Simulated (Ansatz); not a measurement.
Data:

Relaxed CsPbBr3 (cubic perovskite):

```xyz
5
Lattice="5.9372 0.0000 0.0000 0.0000 5.9372 0.0000 0.0000 0.0000 5.9372" Properties=species:S:1:pos:R:3 pbc="T T T"
Cs     0.0000     0.0000     0.0000
Pb     2.9686     2.9686     2.9686
Br     0.0000     2.9686     2.9686
Br     2.9686     2.9686     0.0000
Br     2.9686     0.0000     2.9686
```

In this cell atom 4 (Br, nearest neighbour Pb at 2.969 Å; its periodic images, 5.9 Å or more away, move with it) is moved by s along Cartesian [111], unit vector (0.577, 0.577, 0.577); all other atoms and the cell stay fixed.

These are r2SCAN (plane waves to 500 eV, PAW, scalar-relativistic; Ansatz, a quantum-chemistry and plane-wave program) values and carry that method's errors. k mesh 5×5×5 (Γ-centred), Fermi-Dirac smearing 0.05 eV. Energies are smeared free energies. CsPbBr3 was relaxed with its symmetry unable to fall. Spin-orbit coupling is left out, though Pb is heavy. This is a high-temperature form of CsPbBr3. The zero of ΔE is the undisplaced structure.

The scan covers s from -0.590 to 0.590 Å in 11 points.

Problem. Is this a single well or a double well?

Solution. A single well with its minimum at or next to zero displacement.

Problem. Is the energy the same for equal positive and negative displacements?

Solution. Even: the same for both signs. With its periodic images moving along, the atom's site symmetry in this cell is 4/mmm.

Problem. What force acts on the atom along the line at s = -0.590 Å?

Solution. 0.751 eV/Å.

Problem. What is the energy change at s = 0.590 Å?

Solution. 183.9 meV/cell.

Problem. What is the force constant k = d²E/ds² of this move at s = 0?

Solution. 0.79 eV/Å².

(For displaced atoms, the force is minus the slope of the energy, and its curvature is a force constant, which sets phonon frequencies.)
